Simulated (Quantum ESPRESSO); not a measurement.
## Band energies of Mg2ZnP2

```xyz
5
Lattice="4.0141 0.0000 0.0000 -2.0070 3.4763 0.0000 0.0000 0.0000 6.5439" Properties=species:S:1:pos:R:3 pbc="T T T"
Mg     2.0070     1.1588     4.1498
Mg     0.0000     2.3175     6.5064
P      0.0000     0.0000     5.0173
P      2.0070     1.1588     1.5931
Zn     0.0000     0.0000     2.3651
```

LDA (pw.x of Quantum ESPRESSO, ONCV potentials, scalar-relativistic); path ΓMKΓALHA,LM,KH; energies in eV from the valence-band maximum.

```csv
k (1/Å),point,band 21,band 22,band 23,band 24,band 25,band 26,band 27,band 28
0.00,Γ,-0.99,-0.99,-0.10,-0.10,0.00,1.20,2.25,4.00
0.45,,-3.61,-2.54,-1.81,-0.60,-0.55,1.84,3.03,3.65
0.90,M,-4.21,-3.51,-2.37,-2.13,-0.96,1.09,2.60,2.92
1.16,,-4.18,-3.44,-3.14,-2.16,-1.91,1.69,2.87,3.89
1.43,K,-4.65,-3.60,-2.81,-2.74,-2.42,1.13,4.27,5.34
1.77,,-4.04,-3.82,-2.86,-1.84,-1.39,2.06,3.50,4.08
2.30,,-1.64,-1.25,-0.75,-0.21,-0.07,1.91,2.72,3.60
2.47,Γ,-0.99,-0.99,-0.10,-0.10,0.00,1.20,2.25,4.00
2.95,A,-2.81,-0.73,-0.73,-0.39,-0.39,1.90,2.89,3.76
3.49,,-3.92,-2.26,-1.72,-1.54,-1.34,1.49,2.41,3.42
3.85,L,-4.87,-1.93,-1.88,-1.63,-1.44,1.02,1.83,2.47
4.37,H,-4.26,-3.99,-3.82,-1.15,-1.12,1.86,3.02,3.35
4.82,,-3.94,-2.50,-2.35,-1.84,-1.48,2.32,3.20,3.97
5.27,,-2.83,-1.07,-0.89,-0.82,-0.54,2.36,3.23,3.43
5.42,A,-2.81,-0.73,-0.73,-0.39,-0.39,1.90,2.89,3.76
5.42,L,-4.87,-1.93,-1.88,-1.63,-1.44,1.02,1.83,2.47
5.58,,-4.73,-2.46,-2.12,-1.39,-1.37,0.91,1.86,2.90
5.90,M,-4.21,-3.51,-2.37,-2.13,-0.96,1.09,2.60,2.92
5.90,K,-4.65,-3.60,-2.81,-2.74,-2.42,1.13,4.27,5.34
6.38,H,-4.26,-3.99,-3.82,-1.15,-1.12,1.86,3.02,3.35
```

The LDA gap is indirect, 0.91 eV, from Γ to 33 % of the way from L to M; the smallest direct gap is 1.20 eV.

Geometry of the Materials Project entry, not relaxed at this level.

The structure is a Materials Project entry; no match was found in the copy of COD used, and its stability was not checked.
